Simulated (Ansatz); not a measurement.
# LiTlF₃: stable or not

The cell was found from a structure generator's guess, not taken from experiment.

Theory: DFT PBE, scalar-relativistic, plane waves, PAW (Ansatz). Cutoff 420 eV, Γ-centred 10×10×10 mesh (5-atom cell), Gaussian smearing of 0.10 eV, no spin polarisation.

```cif
data_structure
_symmetry_space_group_name_H-M 'P 1'
_symmetry_Int_Tables_number 1
_cell_length_a 3.8888
_cell_length_b 3.8888
_cell_length_c 3.8888
_cell_angle_alpha 90.000
_cell_angle_beta 90.000
_cell_angle_gamma 90.000
_cell_volume 58.81
loop_
_atom_site_label
_atom_site_type_symbol
_atom_site_fract_x
_atom_site_fract_y
_atom_site_fract_z
_atom_site_occupancy
Li1 Li 0.00000 0.00000 0.00000 1
Tl1 Tl 0.50000 0.50000 0.50000 1
F1 F 0.50000 0.00000 0.00000 1
F2 F 0.00000 0.50000 0.00000 1
F3 F 0.00000 0.00000 0.50000 1
```

Formation energies are uncorrected and refer to the elements' standard structures at the same level (F₂ as a molecule).

Question: These tests were run: energy against the elements; phonons at Γ. What do they show?

Answer:

```csv
test,result
energy against the elements,−2.08 eV/atom
phonons at Γ,imaginary modes down to 73i cm⁻¹
```

It fails one test: phonons at Γ. So it isn't even a local minimum.

Spin–orbit coupling, which can matter for Tl, is left out. An odd number of electrons in the primitive cell allows no gap without spin; a larger cell or a magnetic state could open one. The run for the phonons used a 10×10×10 k mesh and Fermi–Dirac smearing of 0.15 eV.
